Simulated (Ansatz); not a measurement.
GaAs (zinc blende, F-43m), a = 5.744 Å, b = 5.744 Å, c = 5.744 Å, α = 90.00°, β = 90.00°, γ = 90.00°; the cell used has 2 atoms.

Relaxed with PBE.

Q: Decompose the optical modes at the zone centre into irreducible representations, and say which are infrared and Raman allowed.

A: Point group -43m: Γ_opt = T2. Infrared: T2. Raman: T2.

Q: Assign frequencies (DFPT, PBE (plane waves, PAW; program Ansatz); without the LO–TO term).

A: T2 252 cm⁻¹.

The cell was relaxed with PBE under the symmetry of its start; phonons on a q-mesh show no instability.

Potentials: the later of the program's two PAW sets.
